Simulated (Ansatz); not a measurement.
**SrAl2GeS4: settings compared (Ansatz)**

The input file (Ansatz 0.2.0, plane waves):

```yaml
crystal:
  lattice:
    - [-3.343087, 3.343087, 3.925239]
    - [3.343087, -3.343087, 3.925239]
    - [3.343087, 3.343087, -3.925239]
  atoms:
    - { symbol: Ge, position: [0.5, 0.5, 0.0] }
    - { symbol: Al, position: [0.75, 0.25, 0.5] }
    - { symbol: Al, position: [0.25, 0.75, 0.5] }
    - { symbol: S, position: [0.5323, 0.5323, 0.3766] }
    - { symbol: S, position: [0.4677, 0.8443, 0.0] }
    - { symbol: S, position: [0.1557, 0.1557, 0.6234] }
    - { symbol: S, position: [0.8443, 0.4677, 0.0] }
    - { symbol: Sr, position: [0.0, 0.0, 0.0] }
  symmetry: { tolerance: 0.0003 }
kpoints:
  mp_grid: { grid: [4, 4, 4], shift: [0, 0, 0] }
magnetization:
  spin_polarized: false
scf:
  occupations: { method: fermi_dirac, width: 0.0151 }
hamiltonian:
  pseudopotentials: { kind: paw }
  xc: pbe
basis:
  ecutwfc: 420
output:
  forces: true
  stress: true
  eigenvalues: true
  write_density: true
  write_potential: true
  elf: true
  volumetric_format: npy
```

The command:

```bash
ansatz run input.yaml --threads 1 --pin off --max-ram 2560MiB --backend cpu --events-out ev --progress --plain --runs-dir out
```

Origin of the cell: a known structure type with other elements, at an estimated volume, so it need not be a known compound.

Output of this run (shortened):

```
SCF iter   1: F=—  HF=-12526.243592 eV  Δρ=5.13e-3  dr2=7.66e-2
SCF iter   2: F=—  HF=-12526.226450 eV  Δρ=2.36e-3  dr2=1.26e-2  defer=32
SCF iter   3: F=—  HF=-12526.225263 eV  Δρ=6.13e-4  dr2=8.92e-4  defer=32
SCF iter   4: F=—  HF=-12526.225415 eV  Δρ=2.02e-4  dr2=8.54e-5  defer=32
SCF iter   5: F=—  HF=-12526.225435 eV  Δρ=6.91e-5  dr2=6.50e-6  defer=32
SCF iter   6: F=—  HF=-12526.225464 eV  Δρ=1.81e-5  dr2=4.91e-7  defer=32
SCF iter   7: F=-12526.225465 eV  HF=-12526.225465 eV  Δρ=3.46e-6  dr2=2.24e-8
SCF 1 converged in 7 iterations: F = -12526.225465 eV  dr2 = 2.24e-8
SCF converged after 7 iterations
Free energy (F): -12526.225465 eV
Harris-Foulkes:  -12526.225465 eV  (|F-HF|=8.93e-9)
Internal energy: -12526.223232 eV  (E = F + TS)
E sigma→0 (E₀):  -12526.224348 eV
Entropy (-TS):   -0.002233 eV (-0.279 meV/atom)
Fermi energy:    8.244439 eV
--- Per-component energies (eV) ---
  E_band       = -271.512799
  E_kinetic    = 830.281214
  E_local      = -4337.090738  (includes V_loc(G=0)·N_el)
  E_nonlocal   = 759.353533
  E_hartree    = 1746.905381
  E_xc         = -717.240465
  E_vxc        = -634.957858  (∫ρ·V_xc dr)
  E_paw        = -8051.717340  (= ΣΔE_a)
  E_vpaw       = -382.911415  (= ΣTr[D̂ρ^β])
  E_aug_tail   = 0.000319  (compensation charges beyond the density's cutoff)
  E_ewald      = -2756.715136
  E_smearing   = -0.002233  (= −TS)
  Σ components = -12526.225465   (vs F -12526.225465, Δ=0.00e0)
--- Forces (eV/Å), atoms counted from 1 ---
  atom   1  Ge     0.000000    -0.000000    -0.000000
  atom   2  Al     0.000000     0.000000     0.000000
  atom   3  Al     0.000000     0.000000    -0.000000
  atom   4  S      0.935988     0.935988    -1.615506
  atom   5  S      0.935988    -0.935988     1.615506
  atom   6  S     -0.935988    -0.935988    -1.615506
  atom   7  S     -0.935988     0.935988     1.615506
  atom   8  Sr    -0.000000    -0.000000     0.000000
  max |Σ_I F_I| component: 5.00e-16 eV/Å
--- Stress (GPa, compression-positive) ---
        6.118657      -0.000000      -0.000000
       -0.000000       6.118657       0.000000
       -0.000000       0.000000       1.663374
  P = ⅓ Tr σ = 4.6336 GPa (46.336 kbar)
```

The same input was run again with these changes:

1. `scf.mixing.algorithm` default → msr1; `scf.mixing.beta` default → 0.05
2. `basis.ecutrho_ratio` default → 6; `basis.ecutwfc` 420 → "33.1 Ry"; `scf.occupations.width` 0.0151 → default; `scf.occupations.method` fermi_dirac → tetrahedron
3. `accuracy` default → high
4. `scf.eigensolver.kind` default → davidson; `basis.precision` default → f64; `basis.ecutwfc` 420 → "200 eV"

| run | end | SCF iterations | P (GPa) | max force component (eV/Å) | moment (μB) | ΔE(σ→0) (meV/atom) |
| --- | --- | --- | --- | --- | --- | --- |
| base | converged | 7 | 4.63 | 1.616 | – | 0 |
| 1 | converged | 8 | 4.63 | 1.615 | – | 0.00 |
| 2 | converged | 8 | 4.38 | 1.672 | – | 0.88 |
| 3 | converged | 10 | 4.63 | 1.615 | – | 0.00 |
| 4 | converged | 7 | 4.96 | 1.661 | – | 1303.50 |

Energies are compared only where functional, datasets, charge and starting cell are the same.

Not properties of the system: run 4 (too coarse or loose: `basis.ecutwfc` = "200 eV").

Caveats of the base run: the k mesh is coarse if the cell is a metal.

Run 2: forces and stress under tetrahedra may miss the slope of the energy.
Run 4: the cutoff lies below the datasets' advice.

The base run took 9.2 s on 1 thread of Intel(R) Xeon(R) Platinum 8259CL CPU @ 2.50GHz (Skylake/Cascade Lake), on a shared host, peak memory 0.49 GiB, from the program's own first density.
